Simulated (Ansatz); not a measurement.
Method: DFT PBE, scalar-relativistic, plane waves, PAW in Ansatz. Cutoff 420 eV, Γ-centred 12×12×1 mesh (4-atom cell), Gaussian smearing of 0.02 eV, no spin polarisation.

Formation energies are uncorrected and refer to the elements' standard structures at the same level.

Task: Propose a candidate for a two-dimensional semiconductor with formula Zn2SeS, with a gap near 1.8 eV, a formation energy near −0.63 eV/atom and about 3.5 Å² per atom, in a cell of 4 atoms. Its symmetry should be p3m1 (No. 69).

Result: Zn2SeS, layer group p3m1 (No. 69). The sheet is periodic along a and b; c holds vacuum. Zn at height 2.52 Å has 3 Se at 2.43 Å and 1 S at 2.52 Å; Zn at height 0.55 Å has 3 S at 2.37 Å and 1 Se at 2.72 Å; Se at height 3.27 Å has 4 Zn at 2.43–2.72 Å; S at height 0.00 Å has 4 Zn at 2.37–2.52 Å.

```
Zn Se S
1.0
     3.99921    0.00000    0.00000
    -1.99961    3.46342    0.00000
     0.00000    0.00000   30.40672
Zn Se S
2 1 1
Direct
  0.33333 0.66667 0.32514
  0.66667 0.33333 0.26045
  0.66667 0.33333 0.35007
  0.33333 0.66667 0.24237
```

* Area per atom: 3.46 Å²
* Thickness between the outermost nuclei: 3.27 Å
* Formation energy: −0.632 eV/atom
* Gap on the 12×12×1 mesh of the 4-atom cell: 1.75 eV

It was reached by relaxing an invented guess, and it needn't be the stable form of this composition. Other answers may fit too; this one was computed.

Kohn–Sham gaps at this level usually fall short of measured ones. The reference forms of S and Se are held partly by dispersion forces, which this level lacks. A structure relaxed within its symmetry needn't be a true minimum.
